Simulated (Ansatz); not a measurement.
TiC (rock salt) is sheared across one {100} plane: the third cell vector gains the shift, so faults repeat every 6.5 Å. The cut lies between planes 2.16 Å apart; the cell height is held.

```yaml
crystal:
  lattice:
    - [3.06071, 0.00000, 0.00000]
    - [0.00000, 3.06071, 0.00000]
    - [1.53036, 1.53036, 6.49276]
  atoms:
    - { symbol: C, position: [0.00000, 0.00000, 0.83333] }
    - { symbol: C, position: [0.33333, 0.33333, 0.16667] }
    - { symbol: C, position: [0.66667, 0.66667, 0.50000] }
    - { symbol: Ti, position: [0.50000, 0.50000, 0.83333] }
    - { symbol: Ti, position: [0.83333, 0.83333, 0.16667] }
    - { symbol: Ti, position: [0.16667, 0.16667, 0.50000] }
```

In-plane vectors a = (3.061, 0.000) Å, b = (0.000, 3.061) Å, area 9.37 Å². The shift is s times the vector a (length 3.061 Å), so s = 1 restores the start. The shift is rigid: no atom relaxes. γ = [E(shift) − E(0)] / area.

Level of theory: r2SCAN (plane waves to 500 eV, PAW, scalar-relativistic; Ansatz, an electronic-structure program). k mesh 13×13×13 (Γ-centred), Fermi-Dirac smearing 0.05 eV. Energies are extrapolated to zero smearing. With partly filled bands, the k mesh leaves noise in γ, roughly 0.02 J/m² as judged from a few cases. Faults lie only 6.5 Å apart, and holding the cell height and the atoms raises γ above its relaxed value. The PAW data are Ansatz's earlier set. TiC is run without spin polarisation. TiC was relaxed with its symmetry unable to fall. The zero of γ is zero shift. The last digit holds for this mesh only.

```
s      γ (J/m²)
-----  --------
0.000      0.00
0.083      0.31
0.167      1.12
0.250      2.12
0.333      2.99
0.417  withheld
0.500      3.78
0.583  withheld
0.667      2.99
0.750      2.12
0.833      1.12
0.917      0.31
```

**Question.** Fit a Fourier form (three harmonics of 1 − cos and sin) to the given rows and predict γ at s = 0.583.

**Answer.** Least squares on the 10 given rows: γ = (1.883)·[1 − cos(2πs)] + (0.113)·[1 − cos(4πs)], in J/m²; root-mean-square residual 0.008 J/m². At 0.583 the fit gives 3.57 J/m²; the calculation gives 3.58 J/m², so the interpolation is off by -0.01 (-0.3 %). 

(The slope of γ gives the shear force per area between the displaced halves; near zero shift its curvature is an elastic stiffness.)
